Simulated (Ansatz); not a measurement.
Input and command of a calculation in Ansatz (plane waves; scalar-relativistic PAW potentials unless the input names others):

```yaml
crystal:
  lattice:
    - [2.7442644586, -2.6366662415, 0.0]
    - [2.7442644586, 2.6366662415, 0.0]
    - [0.0, 0.0, 9.494820014]
  atoms:
    - { symbol: Sn, position: [0.9991897041, 0.0008102959, 0.9998622097] }
    - { symbol: Sn, position: [0.0008102959, 0.9991897041, 0.4998622097] }
    - { symbol: Sn, position: [0.5008102959, 0.4991897041, 0.2571377902] }
    - { symbol: Sn, position: [0.4991897041, 0.5008102959, 0.7571377902] }
    - { symbol: O, position: [0.0007797023, 0.4992202976, 0.3785] }
    - { symbol: O, position: [0.9992202976, 0.5007797024, 0.8785] }
    - { symbol: O, position: [0.5007797024, 0.9992202976, 0.3785] }
    - { symbol: O, position: [0.4992202976, 0.0007797023, 0.8785] }
basis:
  ecutwfc: 420
kpoints:
  mp_grid: { grid: [7, 7, 3] }
hamiltonian:
  xc: pbesol
scf:
  occupations: { method: gaussian, width: 0.15 }
output:
  forces: true
  eigenvalues: true
  stress: true
```

```bash
ansatz run input.yaml --threads 2 --pin off --max-ram 5120MiB --backend cpu --events-out ev --progress --plain --runs-dir out
```

Abridged log:
```
Basis set: ecut = 420 eV, 2683 PW (Γ), exchange–correlation on 54×54×128 points (8 copies of the dense FFT grid, shifted against one another)
Bands: 48, of which v1, the nominal top of the filled ones, is band 40 counted from 1 (39 counted from 0)
Symmetry: 8 space group operations
k-points: 32 of 147
SCF iter   1: F=—  HF=-26042.836123 eV  |F-HF|=—  |Δ(HF+E_count)|=         —  Δρ=1.41e-2  dr2=2.28e-1  ethr=1.77e-3  ⟨swp⟩=6.2  Hψ=5947  notcnv=0
SCF iter   2: F=—  HF=-26042.931001 eV  |F-HF|=—  |Δ(HF+E_count)|=   9.49e-2  Δρ=2.30e-2  dr2=6.16e-1  ethr=2.85e-4  ⟨swp⟩=2.0  Hψ=3245  notcnv=0  defer=83  recentre
SCF iter   3: F=—  HF=-26042.783415 eV  |F-HF|=—  |Δ(HF+E_count)|=   1.48e-1  Δρ=1.09e-3  dr2=1.30e-3  ethr=2.85e-4  ⟨swp⟩=2.0  Hψ=2265  notcnv=0  defer=83
SCF iter   4: F=—  HF=-26042.783781 eV  |F-HF|=—  |Δ(HF+E_count)|=   3.66e-4  Δρ=4.56e-4  dr2=3.67e-4  ethr=1.63e-6  ⟨swp⟩=2.1  Hψ=3060  notcnv=0  defer=53
SCF iter   5: F=—  HF=-26042.783681 eV  |F-HF|=—  |Δ(HF+E_count)|=   1.01e-4  Δρ=1.22e-4  dr2=2.20e-5  ethr=4.59e-7  ⟨swp⟩=3.0  Hψ=2764  notcnv=0  defer=53
SCF iter   6: F=—  HF=-26042.783672 eV  |F-HF|=—  |Δ(HF+E_count)|=   8.66e-6  Δρ=3.26e-5  dr2=2.24e-6  ethr=2.74e-8  ⟨swp⟩=2.0  Hψ=1840  notcnv=0  defer=46
SCF iter   7: F=-26042.783672 eV  HF=-26042.783672 eV  |F-HF|=1.47e-9  |Δ(HF+E_count)|=   1.30e-7  Δρ=5.44e-6  dr2=3.64e-8  ethr=1.25e-10  ⟨swp⟩=9.1  Hψ=7744  notcnv=0
SCF 1 converged in 7 iterations: F = -26042.783672 eV  dr2 = 3.64e-8
SCF converged after 7 iterations
Free energy (F): -26042.783672 eV
Harris-Foulkes:  -26042.783672 eV  (|F-HF|=1.47e-9)
Internal energy: -26042.779044 eV  (E = F + TS)
E sigma→0 (E₀):  -26042.781358 eV
Entropy (-TS):   -0.004628 eV (-0.578 meV/atom)
Fermi energy:    10.178868 eV
--- Forces (eV/Å), atoms counted from 1 ---
  atom   1  Sn     0.00000000    -0.00426139     0.00498475
  atom   2  Sn     0.00000000     0.00426139     0.00498475
  atom   3  Sn     0.00000000     0.00426139    -0.00498475
  atom   4  Sn     0.00000000    -0.00426139    -0.00498475
  atom   5  O      0.00000000     0.00163049     0.00000000
  atom   6  O      0.00000000    -0.00163049     0.00000000
  atom   7  O      0.00000000     0.00163049     0.00000000
  atom   8  O      0.00000000    -0.00163049     0.00000000
--- Stress (GPa, compression-positive) ---
       -3.307062       0.000000       0.000000
        0.000000       3.532677       0.000000
        0.000000       0.000000       0.051031
  P = ⅓ Tr σ = 0.0922 GPa (0.922 kbar)
```

Apart from outputs and empty bands, the input differs from a reference run on usual settings in kpoints.mp_grid.grid: [10, 10, 4] → [7, 7, 3]. The reference, at the same geometry, gave pressure 0.10 GPa, largest force 0.007 eV/Å, no gap on the mesh. This run converged in 7 SCF iterations (reference: 8) with an energy at zero smearing 0.20 meV/atom above the reference's, pressure 0.09 GPa, largest force 0.007 eV/Å, gap on the mesh 0.09 eV. Its k mesh is looser than usual, yet energy, pressure and forces hardly moved.

It took 18 s on 2 threads of AMD EPYC (Zen 3), with other jobs on the host, peak memory 0.5 GiB.